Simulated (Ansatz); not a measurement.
CsPbCl3 (cubic perovskite)

Space group Pm-3m (No. 221); a = 5.736 Å, b = 5.736 Å, c = 5.736 Å, α = 90.00°, β = 90.00°, γ = 90.00°

```
atom  site  symmetry       x       y       z
----  ----  --------  ------  ------  ------
Cs      1a      m-3m  0.0000  0.0000  0.0000
Pb      1b      m-3m  0.5000  0.5000  0.5000
Cl      3c    4/mm.m  0.0000  0.5000  0.5000
```

Two coordinates are scanned: the volume, and the ratio of the stretch along z (the conventional c axis) to the stretch across it. Atoms keep their fractional coordinates.

Level of theory: PBE (plane waves to 420 eV, PAW, scalar-relativistic; Ansatz, an electronic-structure program). k mesh 6×6×6 (Γ-centred), Fermi-Dirac smearing 0.05 eV. Stress and pressure are positive under compression. CsPbCl3 was relaxed with its symmetry unable to fall. Spin-orbit coupling is left out, though Pb is heavy. This is a high-temperature form of CsPbCl3. 

Q: Estimate the σzz (GPa) for all points of the grid V/V₀ = 0.920, 0.960, 1.000, 1.040, 1.080 by (c/a)/(c/a)₀ = 0.920, 0.960, 1.000, 1.040, 1.080.

A: σzz (GPa), with V/V₀ across and (c/a)/(c/a)₀ down:

| (c/a)/(c/a)₀ \ V/V₀ | 0.920 | 0.960 | 1.000 | 1.040 | 1.080 |
|---|---|---|---|---|---|
| 0.920 | 6.44 | 4.56 | 3.04 | 1.79 | 0.78 |
| 0.960 | 4.03 | 2.51 | 1.29 | 0.30 | -0.50 |
| 1.000 | 2.21 | 0.98 | 0.00 | -0.78 | -1.40 |
| 1.040 | 0.85 | -0.15 | -0.93 | -1.55 | -2.03 |
| 1.080 | -0.16 | -0.96 | -1.58 | -2.07 | -2.44 |

(Under strain, the slope of the energy per volume gives the stress and its curvature an elastic modulus.)
